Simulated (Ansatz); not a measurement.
WC: energy along a strain

WC, Fm-3m, a = 4.385 Å (as given, not relaxed at this level: -5.2 GPa). This isn't the usual stable structure of the compound. Ansatz: r2SCAN, PAW, 500 eV, Γ-centred 18×18×18 mesh on 2 atoms, Gaussian smearing 0.15 eV; no spin polarisation. Cell vectors (Å): 0.000 2.193 2.193; 2.193 0.000 2.193; 2.193 2.193 0.000. The cell is strained by x per cent times the pattern (0 0 0 1 0 0) in the order xx yy zz yz xz xy (engineering shears), with fractional coordinates held. y is the free energy over the start, V0 = 10.542 Å³/atom. Symmetry makes y even in x.

| x (%) | y (meV/atom) |
| --- | --- |
| -2.00 | ? |
| -1.00 | 0.50 |
| 0.00 | 0.00 |
| 0.25 | 0.03 |
| 0.50 | 0.13 |
| 0.75 | 0.28 |
| 1.25 | 0.78 |
| 1.50 | 1.12 |
| 1.75 | 1.52 |

Q: Fit y = c2 x² + c4 x⁴ to the other rows, get the stiffness along the pattern, and predict the missing energy.

A: Least squares on the rows shown. y = 0.5021 x² − 0.001893 x⁴. The clamped-ion stiffness p·C·p = 2 × 5.021 eV × 160.2 / 10.542 Å³ = 153 GPa, which is C44 in these axes (second derivative at the start, which stands under stress). At x = -2.00 the fit asked for gives 1.98 meV/atom. The run gave 1.97 meV/atom, so the fit is 0.01 meV/atom too high, a small miss on the scale of the series.

Spin–orbit coupling is left out, which can shift energies with elements as heavy as these.